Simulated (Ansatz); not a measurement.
SiC (zinc blende, F-43m), a = b = c = 4.329 Å, α = β = γ = 90.00°; the cell used has 2 atoms.

Relaxed with LDA.

**Question.** Give the optical modes at the zone centre with their infrared and Raman activity from DFPT, LDA in the plane-wave PAW code Ansatz.

**Answer.** Transverse frequencies, without the LO–TO term; a row sums one degenerate level.

```json
[
 {"ω (cm⁻¹)": "797", "degeneracy": "3", "IR ((D/Å)²/amu)": "61.32", "Raman (Å⁴/amu)": "29", "activity": "IR+Raman", "symmetry": "T2"}
]
```

**Question.** How high does the top mode go among those that the LO–TO term moves?

**Answer.** 973 cm⁻¹ for q along x.

The LDA relaxation kept the symmetry of its start; phonons on a q-mesh show no instability.

Potentials: the later of the program's two PAW sets.
